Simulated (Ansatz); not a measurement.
Total density of states per atom from plane-wave PAW r²SCAN (Ansatz code), in 0.25 eV bins, energy from the Fermi level:

```
E (eV) | states/eV/atom
    -7.85 | ##### 0.15
    -7.60 | ######## 0.23
    -7.35 | ####### 0.20
    -7.10 | ######### 0.28
    -6.85 | ####### 0.21
    -6.60 | ########## 0.29
    -6.35 | ########### 0.34
    -6.10 | ############ 0.35
    -5.85 | ########## 0.31
    -5.60 | ####### 0.20
    -5.35 | ######## 0.23
    -5.10 | # 0.02
    -4.85 | ### 0.09
    -4.60 | ##### 0.16
    -4.35 | ######## 0.23
    -4.10 | ########### 0.32
    -3.85 | ########### 0.34
    -3.60 | ########### 0.33
    -3.35 | ############### 0.43
    -3.10 | ########### 0.31
    -2.85 | ############### 0.44
    -2.60 | ############# 0.38
    -2.35 | ################## 0.55
    -2.10 | ########################## 0.76
    -1.85 | ############################ 0.84
    -1.60 | ####################### 0.69
    -1.35 | ########################### 0.81
    -1.10 | ############################## 0.89
    -0.85 | ############################ 0.82
    -0.60 | ########################### 0.81
    -0.35 | ################ 0.47
    -0.10 | ########### 0.34
     0.15 | ################# 0.51
     0.40 | ############# 0.37
     0.65 | ################## 0.52
     0.90 | ############# 0.38
     1.15 | ########## 0.31
     1.40 | ################ 0.47
     1.65 | ################# 0.52
     1.90 | ################## 0.54
     2.15 | ################## 0.53
     2.40 | ################## 0.54
     2.65 | ####################### 0.69
     2.90 | ########################## 0.76
     3.15 | ###################### 0.66
     3.40 | ############################ 0.83
     3.65 | ########################## 0.77
     3.90 | ######################## 0.70
     4.15 | ########################### 0.81
     4.40 | ############################# 0.87
     4.65 | ########################## 0.76
```

Problem. Which of these materials gives this?
A) HfGa, Pbcm (Pearson symbol oP24)
B) HfO2, Pca2_1 (Hf on 4a, O on 4a, O on 4a)
C) Ga, diamond
D) Li2HfN2, P-3m1 (Li on 2d, Hf on 1a, N on 2d)

Solution. A, HfGa, Pbcm (Pearson symbol oP24). Within 0.5 eV of the Fermi level: Hf 5d 76 %, Ga 4p 19 %. Projections are on Löwdin-orthogonalised atomic valence shells; empty p or d shells of many metals are not among them.

The first step of the workflow began from a Materials Project structure, measured or hypothetical; the Crystallography Open Database files this formula in space group No. 57, but the cells were not matched. Its standing as an ambient phase is unchecked. The cell was relaxed with r²SCAN under the symmetry of its start; its stability against distortions is not shown here. The run is not spin-polarised. Spin–orbit coupling is left out wherever it is not named.

Potentials: the later of the program's two PAW sets.
